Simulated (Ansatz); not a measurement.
## The polar optical mode of LiH at -0.9 GPa, worked through

Level of theory: DFT PBE, scalar-relativistic, plane waves, PAW (Ansatz). Cutoff 420 eV, 10×10×10 k-points (Γ-centred), fixed occupations. No spin polarisation. Phonons by linear response, acoustic sum rule imposed.

The cell is fixed (symmetry leaves no force on the atoms) and stands under -0.9 GPa:
```
Li H
1.0
     0.00000    2.02090    2.02090
     2.02090    0.00000    2.02090
     2.02090    2.02090    0.00000
Li H
1 1
Direct
  0.00000 0.00000 0.00000
  0.50000 0.50000 0.50000
```

The cell is the ideal cubic rocksalt prototype.

Linear response gives ν_TO = 558.8 cm⁻¹, Born charges ±1.023 e (positive on Li) and ε∞ = 4.335. The primitive cell holds 16.507 Å³, and the masses are 6.940 and 1.008 amu.

Task: Find ν_LO and the static dielectric constant.

Result: The long-wave field adds a restoring force: ω_LO² − ω_TO² = Z*²e²/(ε_vac ε∞ μV). In these units ν_LO² − ν_TO² = 4.92064×10⁷ Z*²/(μ V ε∞) cm⁻², with μ = m₁m₂/(m₁ + m₂) = 0.880 amu: 817057 cm⁻². So ν_LO = √(558.8² + 817057) = 1062.7 cm⁻¹, and the run gives 1062.7. Lyddane–Sachs–Teller then gives ε0 = ε∞ (ν_LO/ν_TO)² = 15.68, against 15.68 in the run (it forms both from the same three quantities, so the match checks the arithmetic only). Between ν_TO and ν_LO the dielectric function is negative and an undamped crystal reflects fully: a reststrahlen band from 9.4 to 17.9 μm.

Task: What do the Clausius–Mossotti polarisability and the Szigeti charge come to?

Result: With the Lorentz local field, α = (3V/4π)(ε∞ − 1)/(ε∞ + 2) = 2.07 Å³ for the pair, and e_S = 3Z*/(ε∞ + 2) = 0.48 e. The Born charge includes the electrons' response to the dipole's own local field, and e_S takes that enhancement out. The Lorentz field assumes point-like polarisable ions, a poor picture once ε∞ is this large, since the electron clouds then overlap or are shared, so both numbers are formal here.

Task: How strongly does a slow electron couple to the LO mode?

Result: For one isotropic parabolic band, Fröhlich's constant is α_F = (1/ε∞ − 1/ε0) √(m* Ry/ħω_LO), with Ry = 13.606 eV, ħω_LO = 131.8 meV and m* in free-electron masses: α_F = 0.1669 × 10.16 × √m* = 1.70 √m*. The band mass isn't part of this run; for m* = 0.1, 0.3 and 1 it gives 0.54, 0.93, 1.70. In weak coupling the polaron lies α_F ħω_LO below the band edge (122 meV at m* = 0.3) with a mass m*(1 + α_F/6); past α_F of about 5 or 6 that expansion fails. A semilocal functional's ε∞ tends to be too large, which taken alone lowers α_F.

Cost: 1 run of about 1.2 core-minutes, on AMD EPYC 7R43 (Zen 3) (shared hosts).